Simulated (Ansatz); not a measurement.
LaTaO₄ (space group Cmc2_1)

```xyz
12
Lattice="1.9704 -7.3313 0.0000 1.9704 7.3313 0.0000 0.0000 0.0000 5.6026" Properties=species:S:1:pos:R:3 pbc="T T T"
La     1.9704    -4.7993     0.9372
La     1.9704     4.7993     3.7385
Ta     1.9704    -1.2536     1.2133
Ta     1.9704     1.2536     4.0145
O      1.9704    -6.0472     4.2042
O      1.9704     6.0472     1.4029
O      1.9704     0.4551     0.3368
O      1.9704    -0.4551     3.1380
O      1.9704    -2.9273     2.3789
O      1.9704     2.9273     5.1802
O      1.9704    -2.4143     5.3094
O      1.9704     2.4143     2.5081
```

The slice is a (010) plane (indices of the conventional cell) through the point (0.414, 0.586, 0.717) (fractional), spanned by u = [110] and v = [001] in vectors of this cell: u (3.94 Å) and v (5.60 Å, at 90° to u). It covers one period; positions are fractions (u, v).

Calculation: PBEsol (plane waves to 420 eV, PAW, scalar-relativistic; Ansatz, a first-principles code). k mesh 7×7×5. Near the nuclei the fields are pseudised (PAW); where an atom keeps semicore shells as valence, they peak there. LaTaO4 is run without spin polarisation. LaTaO4 was relaxed with its symmetry unable to fall. Spin-orbit coupling is left out, though Ta is heavy.

Three fields on this plane, each scaled to ten steps between its own extremes (0 low, 9 high; the total valence density on a logarithmic scale, the potential cut 8 eV below its top; x marks points blanked near nuclei; v = 0 in the bottom row):

Map A
```
|xxxxx211xxxxxxxx112xxxx|
|xxxxx4211xxxxxx1124xxxx|
|xxxx853110xxxx011358xxx|
|xxx974210000000012479xx|
|45554321000000001234555|
|22332210000000000122332|
|11111100000000000011111|
|00000000000000000000000|
|00000000000000000000000|
|00000000000000000000000|
|00000000000000000000000|
|00000000000000000000000|
|00000000000000000000000|
|00000000000000000000000|
|00000000000000000000000|
|00000000000000000000000|
|00000000000000000000000|
|00000000000000000000000|
|00000000000000000000000|
|00000000000000000000000|
|x0000000000000000000000|
|00000000000000000000000|
|00000000000000000000000|
|00011100000000000011100|
|11122110000000000112211|
|22333210000000000123332|
|4566531000xxxx000135665|
|xxx97420xxxxxxxx02479xx|
|xxxx8410xxxxxxxx0148xxx|
|xxxxx31xxxxxxxxxx13xxxx|
|xxxxx10xxxxxxxxxx01xxxx|
|xxxxx00xxxxxxxxxx00xxxx|
```

Map B
```
|xxxxx001xxxxxxxx100xxxx|
|xxxxx0013xxxxxx3100xxxx|
|xxxx000124xxxx421000xxx|
|xxx000001234432100000xx|
|11000000011221100000001|
|11100000000000000000011|
|11110000000000000000111|
|11110000000000000000111|
|11110000000000000000111|
|11110000000000000000111|
|11000000000000000000001|
|00000000000000000000000|
|00000000000000000000000|
|00000000000000000000000|
|00000000000000000000000|
|00000000000000000000000|
|21111000000000000001111|
|33321110000000000111233|
|66542110000000000112456|
|98753210000000000123578|
|x9753210000000000123579|
|98643110000000000113468|
|65432100000000000012345|
|33221000000000000001223|
|11110000011221100000111|
|00000000124554210000000|
|0000000125xxxx521000000|
|xxx00001xxxxxxxx10000xx|
|xxxx0001xxxxxxxx1000xxx|
|xxxxx00xxxxxxxxxx00xxxx|
|xxxxx00xxxxxxxxxx00xxxx|
|xxxxx00xxxxxxxxxx00xxxx|
```

Map C
```
|xxxxx988xxxxxxxx889xxxx|
|xxxxx8778xxxxxx8778xxxx|
|xxxx976678xxxx876679xxx|
|xxx976555667766555679xx|
|99875444445555444445789|
|77654433333333333344567|
|66544322222222222234456|
|55543321110000111233455|
|55443211000000001123445|
|44433210000000000123344|
|33332110000000000112333|
|33222111111111111112223|
|22221111122222211111222|
|22221111233333321111222|
|33222222334444332222223|
|44332223344554433222334|
|55443333445555443333445|
|66554333445555443334556|
|77665433445555443345667|
|87765433344444433345677|
|x8765433333443333345678|
|88765433333333333345678|
|77765433333333333345677|
|77655433334444333345567|
|66655444455555544445566|
|77665445567777655445667|
|9987655678xxxx876556789|
|xxx97667xxxxxxxx76679xx|
|xxxx9778xxxxxxxx8779xxx|
|xxxxx98xxxxxxxxxx89xxxx|
|xxxxx98xxxxxxxxxx89xxxx|
|xxxxx98xxxxxxxxxx89xxxx|
```

Problem. Assign the maps to these fields: density of the lowest conduction band (whole band as if filled, smooth part); density of the highest valence band (whole band, smooth part); valence electron density.

Solution. A is the density of the lowest conduction band (whole band as if filled, smooth part); B is the density of the highest valence band (whole band, smooth part); C is the valence electron density.
